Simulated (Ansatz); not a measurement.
C (simple cubic, space group No. 221) at seven volumes, the program Ansatz at the r²SCAN+D4 level (PAW), scaled uniformly. One row is withheld.

```
V (Å³/atom)  P (GPa)
-----------  -------
5.074          37.19
5.241          23.08
5.408          10.79
5.576           0.01
5.743          -9.57
5.910         -17.35
6.077              ?
```

Problem. Fit the shown pressures and predict the withheld one.

Solution. P = (3/2)B₀(x^(7/2) − x^(5/2))[1 + (3/4)(B′ − 4)(x − 1)] with x = (V₀/V)^(2/3). Least squares on the six rows gives V₀ = 5.575 Å³/atom, B₀ = 333 GPa, B′ = 3.62. At V = 6.077, x = 0.9441 and P = -24.55 GPa. The run itself gave -24.30 GPa.

Space group Pm-3m (simple cubic). The start of the workflow was typed in or built on a structure type; neither database checked (COD, Materials Project) lists it. It is not the phase usual at ambient conditions (space group No. 194, 227). Symmetry was held in the r²SCAN+D4 relaxation; its stability against distortions is not shown here. The volume moved by -25 % from the start of the relaxation.

Potentials: the earlier of the program's two PAW sets.
